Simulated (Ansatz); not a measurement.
One crystal and one scan (energy against volume) at two levels, r2SCAN (plane waves to 500 eV, PAW, scalar-relativistic; Ansatz, a program for electronic structure) and PBE (plane waves to 420 eV, PAW, scalar-relativistic; Ansatz), each from its own relaxed cell and on its own mesh. The cell shown is that of r2SCAN.

GaN (wurtzite)

```xyz
4
Lattice="3.1833 0.0000 0.0000 -1.5916 2.7568 0.0000 0.0000 0.0000 5.1839" Properties=species:S:1:pos:R:3 pbc="T T T"
Ga     1.5916     0.9189     0.0051
Ga     0.0000     1.8379     2.5971
N      1.5916     0.9189     3.2358
N      0.0000     1.8379     0.6439
```

E(V) scan at fixed shape, V₀ the volume above. The atoms relax within the cell's symmetry.

E stands for the smeared free energy. GaN was relaxed with its symmetry unable to fall. The PAW data are Ansatz's earlier set. With the shape held, the modulus is that of even scaling; a crystal free to change shape is softer. Percentages come from the unrounded values. Both scans cover V/V₀ from 0.900 to 1.100.

Results of r2SCAN:

| Property | Result |
|---|---|
| Lattice constant a (Å) | 3.183 |
| Lattice constant c (Å) | 5.184 |
| Relaxed volume (Å³/atom) | 11.37 |
| Pressure at the smallest volume (GPa) | 25.9 |
| Energy cost of the largest compression (meV/atom) | 83.8 |
| Energy cost of the largest expansion (meV/atom) | 58.8 |
| Bulk modulus at fixed cell shape B₀ (third-order Birch-Murnaghan fit) (GPa) | 196.0 |
| Pressure for 5 % compression (fit) (GPa) | 11.2 |

Question: What does PBE give for the same quantities?

Answer: 
| quantity | PBE | r2SCAN − PBE |
|---|---|---|
| Lattice constant a (Å) | 3.219 | -0.036 (-1.1 %) |
| Lattice constant c (Å) | 5.244 | -0.060 (-1.1 %) |
| Relaxed volume (Å³/atom) | 11.76 | -0.39 (-3.3 %) |
| Pressure at the smallest volume (GPa) | 22.8 | +3.1 (+13 %) |
| Energy cost of the largest compression (meV/atom) | 76.3 | +7.5 (+9.8 %) |
| Energy cost of the largest expansion (meV/atom) | 53.0 | +5.8 (+11 %) |
| Bulk modulus at fixed cell shape B₀ (third-order Birch-Murnaghan fit) (GPa) | 171.7 | +24.3 (+14 %) |
| Pressure for 5 % compression (fit) (GPa) | 9.9 | +1.3 (+14 %) |

r2SCAN gives the higher value for: pressure at the smallest volume; energy cost of the largest compression; energy cost of the largest expansion; bulk modulus at fixed cell shape B₀; pressure for 5 % compression. r2SCAN gives the lower value for: lattice constant a; lattice constant c; relaxed volume. Neither level is exact: the differences show how much the result hangs on the functional.

(A scan under strain: stresses follow from slopes of the energy per volume, elastic moduli from its curvatures.)
